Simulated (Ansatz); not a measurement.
**Profile along the Ni–Ni line in Ni (fcc, Cu type)**

Ni (fcc, Cu type)

```xyz
1
Lattice="0.0000 1.7391 1.7391 1.7391 0.0000 1.7391 1.7391 1.7391 0.0000" Properties=species:S:1:pos:R:3 pbc="T T T"
Ni     0.0000     0.0000     0.0000
```

Fields along a shortest Ni–Ni line of a {100} plane (2.46 Å), from Ni to Ni, interpolated on the slice's grid (step about 0.1 Å). All values below come from r2SCAN (plane waves to 500 eV, PAW, scalar-relativistic; Ansatz, a program for electronic structure). k mesh 23×23×23. Near the nuclei the fields are pseudised (PAW); where an atom keeps semicore shells as valence, they peak there. Ni was relaxed with its symmetry unable to fall. Relaxed Ni ends ferromagnetic. The magnetic order is the one the run started from; other orders were not tried.

| distance from Ni (Å) | valence electron density (e/Å³) | spin density, up minus down (e/Å³) | electron localisation function | ELF of the up spins | ELF of the down spins |
|---|---|---|---|---|---|
| 0.00 | 60.81 | 3.58 | x | x | x |
| 0.12 | 52.68 | 3.08 | x | x | x |
| 0.25 | 34.91 | 2.02 | x | x | x |
| 0.37 | 18.35 | 1.07 | x | x | x |
| 0.49 | 8.28 | 0.49 | x | x | x |
| 0.61 | 3.50 | 0.21 | 0.28 | 0.29 | 0.27 |
| 0.74 | 1.51 | 0.08 | 0.22 | 0.24 | 0.21 |
| 0.86 | 0.72 | 0.02 | 0.18 | 0.19 | 0.18 |
| 0.98 | 0.45 | 0.00 | 0.18 | 0.17 | 0.19 |
| 1.11 | 0.36 | -0.01 | 0.22 | 0.18 | 0.26 |
| 1.23 | 0.33 | -0.02 | 0.25 | 0.20 | 0.31 |
| 1.35 | 0.36 | -0.01 | 0.22 | 0.18 | 0.26 |
| 1.48 | 0.45 | 0.00 | 0.18 | 0.17 | 0.19 |
| 1.60 | 0.72 | 0.02 | 0.18 | 0.19 | 0.18 |
| 1.72 | 1.51 | 0.08 | 0.22 | 0.24 | 0.21 |
| 1.84 | 3.50 | 0.21 | 0.28 | 0.29 | 0.27 |
| 1.97 | 8.28 | 0.49 | x | x | x |
| 2.09 | 18.35 | 1.07 | x | x | x |
| 2.21 | 34.91 | 2.02 | x | x | x |
| 2.34 | 52.68 | 3.08 | x | x | x |
| 2.46 | 60.81 | 3.58 | x | x | x |

x: too close to a nucleus for the ELF to mean much.

Density on the Ni–Ni line (2.46 Å) at its midpoint: 0.33 e/Å³. ELF at that point: 0.25.
